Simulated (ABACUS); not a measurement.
Input and output of a self-consistent single point for AlGa3N4 (Pm, 8 atoms in the cell; from Materials Project mp-1228943, changed as shown) (ABACUS).

All values come from this method and carry its errors: PBEsol, PseudoDojo 0.4 standard norm-conserving PBEsol (tails mended) pseudopotentials (plane waves; ABACUS).

The change in words: lattice vector a scaled by 1.02. Reference geometry (Pm):
```xyz
8
Lattice="5.1456 0.0000 0.0000 0.0000 3.1671 0.0000 -0.0037 0.0000 5.4836" Properties=species:S:1:pos:R:3 pbc="T T T"
Al     0.0001     1.5835     3.6592
Ga     2.5669     1.5835     1.8381
Ga     2.5651     0.0000     4.5586
Ga     5.1445     0.0000     0.9114
N      0.6121     1.5835     1.8716
N      0.5979     0.0000     4.5257
N      3.1907     0.0000     0.9108
N      3.2526     1.5835     3.6592
```

Reference input (self-consistent single point, DFT, PBEsol, plane waves, PseudoDojo 0.4 standard norm-conserving PBEsol (tails mended) pseudopotentials): KPT = Gamma 3 7 3 0 0 0; basis_type = pw; dft_functional = PBESOL; ecutwfc = 84 Ry; smearing_method = fixed; potentials = PseudoDojo 0.4 standard norm-conserving PBEsol (tails mended); symmetry = 1; symmetry_prec = 1e-05; ks_solver = dav; scf_nmax = 100; scf_thr = 1.0e-09 Ry; mixing_type = broyden. This run's input differs from it in these lines:

```diff
@@ -29,3 +29,3 @@
 LATTICE_VECTORS
-   5.1455900000    0.0000000000    0.0000000000
+   5.2485020000    0.0000000000    0.0000000000
    0.0000000000    3.1670800000    0.0000000000
@@ -39,3 +39,3 @@
 1
-   0.0001797320    2.9924569074    6.9149594924
+   0.0002769698    2.9924569074    6.9149594924
 
@@ -44,5 +44,5 @@
 3
-   4.8507745959    2.9924569074    3.4735417681
-   4.8472936839    0.0000000000    8.6144250353
-   9.7216173229    0.0000000000    1.7222632514
+   4.9478373155    2.9924569074    3.4735417681
+   4.9443564035    0.0000000000    8.6144250353
+   9.9160733703    0.0000000000    1.7222632514
 
@@ -51,6 +51,6 @@
 4
-   1.1566769477    2.9924569074    3.5367535962
-   1.1299439220    0.0000000000    8.5522494666
-   6.0295079285    0.0000000000    1.7212269919
-   6.1465658046    2.9924569074    6.9149594924
+   1.1798584267    2.9924569074    3.5367535962
+   1.1526586598    0.0000000000    8.5522494666
+   6.1501216304    0.0000000000    1.7212269919
+   6.2695910027    2.9924569074    6.9149594924
 # file: KPT
```

Log, with long lists cut:

```
 SELF-CONSISTENT
 -------------------------------------------
                                 init_chg = atomic

 PW ALGORITHM --------------- ION=   1  ELEC=   1--------------------------------

 Density error is 2.00820002283
                          Error Threshold = 0.01
 E_KohnSham     -545.1128638897      -7416.6410019982
 E_Fermi        0.5192080386         7.0641877729

 PW ALGORITHM --------------- ION=   1  ELEC=   2--------------------------------

 Density error is 1.09660162923
                          Error Threshold = 0.00323903229489
 E_KohnSham     -545.6973469788      -7424.5933023953
   [... lines left out ...]

 Density error is 3.7607683253e-08
                          Error Threshold = 2.86421739993e-10
 E_KohnSham     -545.9067493947      -7427.4423684255
 E_Fermi        0.6937747550         9.4392897962

 PW ALGORITHM --------------- ION=   1  ELEC=  10--------------------------------

 Density error is 9.32537473299e-10
                          Error Threshold = 6.06575536338e-11
 E_KohnSham     -545.9067494019      -7427.4423685233
 E_KS(sigma->0) -545.9067494019      -7427.4423685233
 E_entropy(-TS) 0.0000000000         0.0000000000
 E_Fermi        0.6937695874         9.4392194873
 charge density convergence is achieved
 final etot is -7427.4423685 eV
 EFERMI = 9.4392194873 eV

 STATE ENERGY(eV) AND OCCUPATIONS    NSPIN == 1
   [... 38 lines left out ...]

 TOTAL-FORCE (eV/Angstrom)
                       Al1        -0.1789421142         0.0000000000         0.0226076804
                       Ga1        -0.1607362889         0.0000000000         0.0038707901
                       Ga2        -0.1449562423         0.0000000000        -0.0042659528
                       Ga3        -0.1606935797         0.0000000000        -0.0017754765
                        N1         0.2117029410         0.0000000000        -0.1445133287
                        N2         0.2307494655         0.0000000000         0.1234026005
                        N3         0.1566262492         0.0000000000         0.0073016358
   [... lines left out ...]

 TOTAL-STRESS (KBAR)
       -84.0200428698         0.0000000000        -0.3690551332
         0.0000000000       -14.8364425750         0.0000000000
        -0.3690551332         0.0000000000       -15.1511303980
 TOTAL-PRESSURE: -38.002539 KBAR

 --------------------------------------------
 !FINAL_ETOT_IS -7427.4423685233032302 eV
 --------------------------------------------
```

The run converged in 10 iterations. Against the reference run the free energy rises by 6.2 meV/atom, the pressure goes from -0.32 to -3.80 GPa and the largest force goes from 0.152 to 0.262 eV/Å.

The structure comes from a collection of computed structures, made at another level of theory; the collection holds predicted forms beside known ones.

Cost on one core: very roughly 2.9 core-minutes.

“Tails mended”: in these copies of the files the far tail of each local potential was reset to the Coulomb form.
